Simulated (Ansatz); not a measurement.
One input, then a changed one: V (diamond type)

First run: DFT, PBEsol, PAW with Ansatz's default frozen-core files, scalar-relativistic (Ansatz 0.2.0).

Command: `ansatz run input.yaml --threads 1 --pin off --max-ram 2048MiB --backend cpu --events-out ev --progress --plain --runs-dir out` It took 5.7 s on 1 thread of Arm Neoverse V1, with other jobs on the host, peak memory 0.33 GiB.

```yaml
crystal:
  lattice:
    - [0.0, 2.5951153099, 2.5951153099]
    - [2.5951153099, 0.0, 2.5951153099]
    - [2.5951153099, 2.5951153099, 0.0]
  atoms:
    - { symbol: V, position: [-0.125, -0.125, -0.125] }
    - { symbol: V, position: [0.125, 0.125, 0.125] }
kpoints:
  mp_grid: { grid: [14, 14, 14] }
  band_path:
    path:
      - [0.0, 0.0, 0.0]
      - [0.5, 0.0, 0.5]
      - [0.625, 0.25, 0.625]
      - [0.375, 0.375, 0.75]
      - [0.0, 0.0, 0.0]
      - [0.5, 0.5, 0.5]
      - [0.5, 0.25, 0.75]
      - [0.5, 0.0, 0.5]
    npoints: 8
scf:
  occupations: { method: fermi_dirac, width: 0.08 }
hamiltonian:
  xc: pbesol
  pseudopotentials: { kind: paw }
output:
  forces: true
  stress: true
  eigenvalues: true
  populations: true
  dos: { projected: true, de: 0.2, e_range: [-14, 8] }
```

The cell comes from a relaxation on PAW files under the same functional, begun from a prototype that needn't be the stable phase.

This run: the series' base cell.

It converges in 6 SCF iterations at a pressure of 0.05 GPa, cutoff 420 eV.

The input is then changed:

```diff
 kpoints:
-  mp_grid: { grid: [14, 14, 14] }
+  mp_grid: { grid: [14, 13, 15] }
   band_path:
   occupations: { method: fermi_dirac, width: 0.08 }
+  max_iter: 60
 hamiltonian:
   populations: true
-  dos: { projected: true, de: 0.2, e_range: [-14, 8] }
```

Q: Does this change harm the result?

A: Not here: the run converges in 6 SCF iterations at a pressure of 0.06 GPa, cutoff 420 eV, free energy 0.0 meV/atom against the first run's, and its energy lies within 1 meV/atom of the first run's.
